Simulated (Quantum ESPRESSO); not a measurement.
CdO is taken in the cubic space group Fm-3m (No. 225), the rock salt structure, Pearson symbol cF8. Cell: a = 4.6908 Å, b = 4.6908 Å, c = 4.6908 Å, α = 90.00°, β = 90.00°, γ = 90.00°. O on 4b sees 6 Cd at 2.345 Å (octahedral). Cd on 4a is coordinated by 6 O at 2.345 Å (octahedral). (Neighbours: up to the widest gap in distance over summed covalent radii, below 1.35, at either atom; cation-cation contacts left out.)
(The calculation used a cell of 2 atoms; values per cell refer to that cell.)

Cell and atoms were relaxed with PBEsol from Materials Project entry mp-1132, within its symmetry.

What does PBEsol (pw.x of Quantum ESPRESSO, ONCV potentials, scalar-relativistic) give for the electronic structure near the Fermi level?

At this level the gap is closed or nearly so: along the path the highest valence and lowest conduction bands touch, or overlap by less than 0.6 eV, a zero-gap or semimetallic result; the valence top lies at L, the conduction bottom at Γ, 0.49 eV lower. Semilocal functionals close the gaps of some narrow-gap semiconductors, so this alone doesn't show that the compound has none. Spin-orbit splittings are left out.
